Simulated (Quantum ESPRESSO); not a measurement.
## One change at a time to NbPtRu2Ta4

These are calculations, not measurements. They come from Quantum ESPRESSO 7.5, a public plane-wave density functional program. Each row is one single-point run on a made-up periodic cell of eight metal atoms, with elements, volume, strain and displacements drawn at random and not relaxed, so a cell may be unstable or far from any real phase. There is no spin polarisation or spin-orbit coupling.

Settings: PBE unless stated; PseudoDojo standard norm-conserving files; Fermi-Dirac width 0.25 eV, which means electrons at about 2900 K; cutoff 1143 eV; 8 x 4 x 3 k mesh shifted half a step off Gamma. E is the free energy of the whole cell (internal energy minus TS), so a -TS column is already part of it. Stress is positive in tension, and the pressure P is minus a third of its trace.

Checks: one run of this series was repeated at a higher cutoff and on a denser mesh, which moved values by no more than 0.015 eV, 0.06 GPa and 0.005 eV/Å, and a second program with other atomic files agreed on it to 2 % rms in force and 0.5 GPa in pressure. Known limits: heavy elements are run without spin-orbit coupling, which real alloys of them have; a spin test at this wide smearing found no moment, but such smearing suppresses magnetism that the real alloy may have.

The lattice is face-centred cubic, and the cell vectors in Å are (-0.005, 2.088, 2.057); (0.043, 4.192, -4.130); (-8.331, -2.129, 2.119), a volume of 143.28 Å³ in run 1. The elements on sites 1 to 8 are Ru Ta Ta Ru Ta Nb Ta Pt. Each later run makes one change to run 1 and keeps the rest. E is counted from run 1, and is n/a where other atomic files have another zero of energy.

```
run,change,V (Å³),P (GPa),-TS (eV),rms force (eV/Å),largest change of a force component (eV/Å),E (eV)
1,none,143.28,-9.44,-1.978,0.553,0.000,0.000
2,sites 4 and 7 exchanged,143.28,-9.90,-2.036,0.513,1.260,0.040
3,all lengths scaled by +1.38 %,149.30,-15.72,-2.070,0.485,0.193,?
4,LDA in place of PBE,143.28,-21.32,-1.993,0.522,0.138,n/a
5,W on site 2,143.28,-12.91,-2.002,0.542,0.584,n/a
6,site 7 moved by +0.06 Å along x,143.28,-9.48,-1.979,0.551,0.441,-0.018
```

## Worked estimate

Along a uniform scaling dE = -P dV. The mean of the two pressures is -12.580 GPa and the volume changes by 6.02 Å³, with 160.2 GPa to one eV/Å³. The same two rows give -V dP/dV = 153 GPa for this cell with clamped atoms, which is not the bulk modulus of a real alloy.

## Withheld value

Question: what E should run 3 give?

The estimate is 0.473 eV. The calculation gave 0.476 eV. The mean of two end points misses the curvature of P, and the finite cutoff adds a little.
